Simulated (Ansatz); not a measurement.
**Ansatz 0.2.0, settings compared: Rb₂SrSe₆**

Input:

```yaml
crystal:
  lattice:
    - [7.208391, 0.0, 0.0]
    - [-3.604196, 6.24265, 0.0]
    - [0.0, 0.0, 5.658364]
  atoms:
    - { symbol: Sr, position: [0.0, 0.0, 0.0] }
    - { symbol: Se, position: [0.167, 0.833, 0.206] }
    - { symbol: Se, position: [0.167, 0.334, 0.206] }
    - { symbol: Se, position: [0.666, 0.833, 0.206] }
    - { symbol: Se, position: [0.833, 0.167, 0.794] }
    - { symbol: Se, position: [0.334, 0.167, 0.794] }
    - { symbol: Se, position: [0.833, 0.666, 0.794] }
    - { symbol: Rb, position: [0.3333, 0.6667, 0.691] }
    - { symbol: Rb, position: [0.6667, 0.3333, 0.309] }
  symmetry: { tolerance: 0.0003 }
kpoints:
  mp_grid: { grid: [3, 3, 3], shift: [0, 0, 0] }
magnetization:
  spin_polarized: false
scf:
  occupations: { method: fermi_dirac }
hamiltonian:
  pseudopotentials: { kind: paw }
  xc: pbe
basis:
  ecutwfc: 420
output:
  forces: true
  stress: true
  eigenvalues: true
```

The command:

```bash
ansatz run input.yaml --threads 1 --pin off --max-ram 2560MiB --backend cpu --events-out ev --progress --plain --runs-dir out
```

Origin of the cell: a known structure type with other elements, at an estimated volume, so it need not be a known compound.

The smearing width isn't typed, so it takes its default of 0.1 eV.

Output of this run (shortened):

```
SCF iter   1: F=—  HF=-42889.001381 eV  Δρ=2.94e-3  dr2=2.80e-2  defer=14
SCF iter   2: F=—  HF=-42889.002427 eV  Δρ=1.89e-3  dr2=1.59e-2  defer=24
SCF iter   3: F=—  HF=-42888.998411 eV  Δρ=2.90e-4  dr2=2.34e-4  defer=24
SCF iter   4: F=—  HF=-42888.998517 eV  Δρ=8.50e-5  dr2=3.79e-5  defer=24
SCF iter   5: F=—  HF=-42888.998416 eV  Δρ=2.29e-5  dr2=1.07e-6  defer=24
SCF iter   6: F=—  HF=-42888.998417 eV  Δρ=6.86e-6  dr2=1.76e-7
SCF iter   7: F=-42888.998417 eV  HF=-42888.998417 eV  Δρ=1.69e-6  dr2=1.04e-8
SCF 1 converged in 7 iterations: F = -42888.998417 eV  dr2 = 1.04e-8
SCF converged after 7 iterations
Free energy (F): -42888.998417 eV
Harris-Foulkes:  -42888.998417 eV  (|F-HF|=5.14e-9)
Internal energy: -42888.703218 eV  (E = F + TS)
E sigma→0 (E₀):  -42888.850817 eV
Entropy (-TS):   -0.295199 eV (-32.800 meV/atom)
Fermi energy:    6.610348 eV
--- Per-component energies (eV) ---
  E_band       = -2595.751084
  E_kinetic    = 1366.535294
  E_local      = -18049.039504  (includes V_loc(G=0)·N_el)
  E_nonlocal   = -3023.752084
  E_hartree    = 8471.682446
  E_xc         = -1066.481267
  E_vxc        = -1033.782813  (∫ρ·V_xc dr)
  E_paw        = -19397.489113  (= ΣΔE_a)
  E_vpaw       = 1200.928570  (= ΣTr[D̂ρ^β])
  E_aug_tail   = -0.003506  (compensation charges beyond the density's cutoff)
  E_ewald      = -11190.155485
  E_smearing   = -0.295199  (= −TS)
  Σ components = -42888.998417   (vs F -42888.998417, Δ=0.00e0)
--- Forces (eV/Å), atoms counted from 1 ---
  atom   1  Sr     0.000000     0.000000     0.000000
  atom   2  Se     3.536183    -2.041616     2.198222
  atom   3  Se    -0.000000     4.083233     2.198222
  atom   4  Se    -3.536183    -2.041616     2.198222
  atom   5  Se    -3.536183     2.041616    -2.198222
  atom   6  Se     3.536183     2.041616    -2.198222
  atom   7  Se     0.000000    -4.083233    -2.198222
  atom   8  Rb    -0.000000    -0.000000     0.253726
  atom   9  Rb     0.000000     0.000000    -0.253726
  max |Σ_I F_I| component: 1.78e-15 eV/Å
--- Stress (GPa, compression-positive) ---
       14.759768       0.000000       0.000000
       -0.000000      14.759768       0.000000
        0.000000       0.000000      10.502606
  P = ⅓ Tr σ = 13.3407 GPa (133.407 kbar)
```

The same input was run again with these changes:

1. `basis.xc_grid` default → 1
2. `scf.convergence.dr2_threshold` default → 1.0e-09
3. `crystal.symmetry` { tolerance: 0.0003 } → { detect: false }; `basis.ecutrho_ratio` default → 6; `scf.mixing.algorithm` default → anderson; `scf.mixing.beta` default → 0.5
4. `scf.max_iter` default → "yes please"

```json
{"run": "base", "end": "converged", "SCF iterations": "7", "P (GPa)": "13.34", "max force component (eV/Å)": "4.083", "moment (μB)": "–", "ΔE(σ→0) (meV/atom)": "0"}
{"run": "1", "end": "converged", "SCF iterations": "7", "P (GPa)": "13.34", "max force component (eV/Å)": "4.083", "moment (μB)": "–", "ΔE(σ→0) (meV/atom)": "0.00"}
{"run": "2", "end": "converged", "SCF iterations": "8", "P (GPa)": "13.34", "max force component (eV/Å)": "4.083", "moment (μB)": "–", "ΔE(σ→0) (meV/atom)": "0.00"}
{"run": "3", "end": "converged", "SCF iterations": "7", "P (GPa)": "13.34", "max force component (eV/Å)": "4.083", "moment (μB)": "–", "ΔE(σ→0) (meV/atom)": "0.01"}
{"run": "4", "end": "input refused", "SCF iterations": "0", "P (GPa)": "–", "max force component (eV/Å)": "–", "moment (μB)": "–", "ΔE(σ→0) (meV/atom)": "–"}
```

Energies are compared only where functional, datasets, charge and starting cell are the same.

Caveats of the base run: the k mesh is coarse if the cell is a metal.

The base run ran for 9.5 s on 1 thread of Arm Neoverse V1, with other jobs on the host, peak memory 0.52 GiB, from the program's own first density.
